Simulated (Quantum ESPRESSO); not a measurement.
# RuPt3Ga2HfRe: input and log of a self-consistent run

Computed values, not a measurement. The program is pw.x of Quantum ESPRESSO 7.5 (plane-wave density functional theory). The cell is made up: eight metal atoms on a hexagonal close-packed lattice, with elements, volume, strain and displacements drawn at random and not relaxed, so it may be unstable or far from any real phase. PseudoDojo standard norm-conserving files set the functional (PBE unless stated); there is no spin polarisation or spin-orbit coupling, the Fermi-Dirac width of 0.25 eV means electrons at about 2900 K, and the masses in the input are unused placeholders. Heavy elements are run without spin-orbit coupling, which real alloys of them have. A spin test at this wide smearing found no moment, but such smearing suppresses magnetism that the real alloy may have.

Input:

```
&control calculation='scf', pseudo_dir='./dojo.nc.sr.pbe.v0_5.standard.upf', outdir='./o', disk_io='medium', tprnfor=.true., tstress=.true. /
&system ibrav=0, nat=8, ntyp=5, nbnd=78, ecutwfc=84.00895049, nosym=.true., tot_charge=0,
 occupations='smearing', smearing='fd', degauss=0.0183746611
/
&electrons conv_thr=1.470e-08, electron_maxstep=70, mixing_beta=0.5 /
ATOMIC_SPECIES
Ga 1.0 Ga.upf
Hf 1.0 Hf.upf
Pt 1.0 Pt.upf
Re 1.0 Re.upf
Ru 1.0 Ru.upf
CELL_PARAMETERS angstrom
-3.0187 0.0083 0.0128
0.0062 5.1646 -4.8436
0.0348 -5.0343 -4.7028
ATOMIC_POSITIONS angstrom
Ru -0.0113 -0.02 0.0785
Pt -0.0459 1.8516 -2.3756
Pt 0.0137 0.056 -4.865
Ga 0.2481 1.7483 -7.1389
Hf -1.6174 -0.7925 -2.446
Pt -1.334 -2.4189 -4.8535
Ga -1.496 -0.848 -7.1397
Re -1.5275 2.5296 -4.7457
K_POINTS automatic
8 4 4 1 1 1
```

The log is shortened where brackets say so; the opening notice, blank lines, dates and the lines on written files are dropped, and the path of the files is cut. It prints rydbergs, bohrs and kilobars, and counts compression as positive stress. Its total energy is the free energy E - TS of the whole cell.

```
     Program PWSCF v.7.5
     Parallel version (MPI & OpenMP), running on       1 processor cores
     Number of MPI processes:                 1
     Threads/MPI process:                     1
     [start-up lines left out]
     bravais-lattice index     =            0
     lattice parameter (alat)  =       5.7046  a.u.
     unit-cell volume          =     991.4853 (a.u.)^3
     number of atoms/cell      =            8
     number of atomic types    =            5
     number of electrons       =       123.00
     number of Kohn-Sham states=           78
     kinetic-energy cutoff     =      84.0090  Ry
     charge density cutoff     =     336.0358  Ry
     scf convergence threshold =      1.5E-08
     mixing beta               =       0.5000
     number of iterations used =            8  plain     mixing
     Exchange-correlation= PBE
                           (   1   4   3   4   0   0   0)
     [axes and pseudopotential details left out]
   Cartesian axes
     site n.     atom                  positions (alat units)
         1        Ru     tau(   1) = (  -0.0037433  -0.0066253   0.0260042  )
         2        Pt     tau(   2) = (  -0.0152050   0.6133688  -0.7869512  )
         3        Pt     tau(   3) = (   0.0045383   0.0185508  -1.6116003  )
         4        Ga     tau(   4) = (   0.0821866   0.5791492  -2.3648620  )
         5        Hf     tau(   5) = (  -0.5357867  -0.2625269  -0.8102722  )
         6        Pt     tau(   6) = (  -0.4419064  -0.8012950  -1.6077908  )
         7        Ga     tau(   7) = (  -0.4955712  -0.2809120  -2.3651270  )
         8        Re     tau(   8) = (  -0.5060061   0.8379659  -1.5720805  )
     number of k points=    64  Fermi-Dirac smearing, width (Ry)=  0.0184
                       cart. coord. in units 2pi/alat
        k(    1) = (  -0.0628407  -0.0012716  -0.0793416), wk =   0.0312500
        k(    2) = (  -0.0633868  -0.0763753  -0.1594234), wk =   0.0312500
     [further k points left out]
     Dense  grid:   103173 G-vectors     FFT dimensions: (  36,  80,  75)
     Estimated max dynamical RAM per process >     208.17 MB
     Initial potential from superposition of free atoms
     starting charge     122.9913, renormalised to     123.0000
     Starting wfcs are   78 randomized atomic wfcs
     total cpu time spent up to now is       39.7 secs
     per-process dynamical memory:   116.1 Mb
     Self-consistent Calculation
     iteration #  1     ecut=    84.01 Ry     beta= 0.50
     Davidson diagonalization with overlap
     ethr =  1.00E-02,  avg # of iterations =  4.8
     total cpu time spent up to now is      215.2 secs
     total energy              =   -1576.80404739 Ry
     estimated scf accuracy    <       2.23076691 Ry
     iteration #  2     ecut=    84.01 Ry     beta= 0.50
     Davidson diagonalization with overlap
     ethr =  1.81E-03,  avg # of iterations =  3.2
     total cpu time spent up to now is      365.8 secs
     total energy              =   -1576.29276142 Ry
     estimated scf accuracy    <      25.02676849 Ry
     iteration #  3     ecut=    84.01 Ry     beta= 0.50
     Davidson diagonalization with overlap
     ethr =  1.81E-03,  avg # of iterations =  3.1
     total cpu time spent up to now is      511.0 secs
     total energy              =   -1577.67390261 Ry
     estimated scf accuracy    <       6.10380433 Ry
     iteration #  4     ecut=    84.01 Ry     beta= 0.50
     Davidson diagonalization with overlap
     ethr =  1.81E-03,  avg # of iterations =  1.4
     total cpu time spent up to now is      638.6 secs
     total energy              =   -1577.99747483 Ry
     estimated scf accuracy    <       1.26765777 Ry
     iteration #  5     ecut=    84.01 Ry     beta= 0.50
     Davidson diagonalization with overlap
     ethr =  1.03E-03,  avg # of iterations =  1.1
     total cpu time spent up to now is      767.2 secs
     total energy              =   -1578.04521012 Ry
     estimated scf accuracy    <       0.57101628 Ry
     [iterations 6 to 13 left out]
     iteration # 14     ecut=    84.01 Ry     beta= 0.50
     Davidson diagonalization with overlap
     ethr =  6.65E-09,  avg # of iterations =  1.5
     total cpu time spent up to now is     1759.1 secs
     total energy              =   -1578.09387859 Ry
     estimated scf accuracy    <       0.00001032 Ry
     iteration # 15     ecut=    84.01 Ry     beta= 0.50
     Davidson diagonalization with overlap
     ethr =  6.65E-09,  avg # of iterations =  1.0
     total cpu time spent up to now is     1868.6 secs
     total energy              =   -1578.09387909 Ry
     estimated scf accuracy    <       0.00000066 Ry
     iteration # 16     ecut=    84.01 Ry     beta= 0.50
     Davidson diagonalization with overlap
     ethr =  5.38E-10,  avg # of iterations =  1.3
     total cpu time spent up to now is     1986.7 secs
     total energy              =   -1578.09387915 Ry
     estimated scf accuracy    <       0.00000018 Ry
     iteration # 17     ecut=    84.01 Ry     beta= 0.50
     Davidson diagonalization with overlap
     ethr =  1.46E-10,  avg # of iterations =  2.0
     total cpu time spent up to now is     2137.6 secs
     total energy              =   -1578.09387916 Ry
     estimated scf accuracy    <       0.00000013 Ry
     iteration # 18     ecut=    84.01 Ry     beta= 0.50
     Davidson diagonalization with overlap
     ethr =  1.08E-10,  avg # of iterations =  1.0
     total cpu time spent up to now is     2246.5 secs
     End of self-consistent calculation
     [lines on levels left out]
!    total energy              =   -1578.09387918 Ry
     estimated scf accuracy    <          3.3E-09 Ry
     smearing contrib. (-TS)   =      -0.11720911 Ry
     internal energy E=F+TS    =   -1577.97667006 Ry
     The total energy is F=E-TS. E is the sum of the following terms:
     one-electron contribution =    -471.10083653 Ry
     hartree contribution      =     308.43973087 Ry
     xc contribution           =    -322.88855422 Ry
     ewald contribution        =   -1092.42701018 Ry
     convergence has been achieved in  18 iterations
     Forces acting on atoms (cartesian axes, Ry/au):
     atom    1 type  5   force =     0.00259879   -0.02199732   -0.00086617
     atom    2 type  3   force =     0.01310559   -0.03598297   -0.05023461
     atom    3 type  3   force =     0.00026459    0.03346895    0.00150156
     atom    4 type  1   force =    -0.01046185   -0.00193793   -0.00385533
     atom    5 type  2   force =     0.01390593    0.03349629    0.02008401
     atom    6 type  3   force =    -0.01851759   -0.02131549    0.04479885
     atom    7 type  1   force =    -0.00113947   -0.00647180   -0.01647080
     atom    8 type  4   force =     0.00024401    0.02074026    0.00504250
     Total force =     0.105000     Total SCF correction =     0.000437
     Computing stress (Cartesian axis) and pressure
          total   stress  (Ry/bohr**3)                   (kbar)     P=     -193.24
  -0.00116772   0.00002179  -0.00003564         -171.78        3.21       -5.24
   0.00002179  -0.00123072   0.00007787            3.21     -181.05       11.46
  -0.00003564   0.00007787  -0.00154250           -5.24       11.46     -226.91
     init_run     :     35.41s CPU     39.42s WALL (       1 calls)
     electrons    :   2087.25s CPU   2208.09s WALL (       1 calls)
     forces       :     23.71s CPU     23.94s WALL (       1 calls)
     stress       :     76.80s CPU     79.00s WALL (       1 calls)
     [timing details left out]
     PWSCF        :  37m 3.68s CPU  39m13.82s WALL
     JOB DONE.
```

In other units: free energy -21471.061 eV for the cell, pressure -19.32 GPa, largest force component 1.292 eV/Å in size. The run took 2355 s of wall time with one process on a shared machine (AMD EPYC, Zen 5, virtual cores), so the time is rough. A rerun of this cell at a higher cutoff and on a denser mesh moved values by no more than 0.006 eV in energy, 0.10 GPa in stress and 0.005 eV/Å in force, and a second program with other atomic files agreed on that cell to 2 % rms in force and 0.5 GPa in pressure.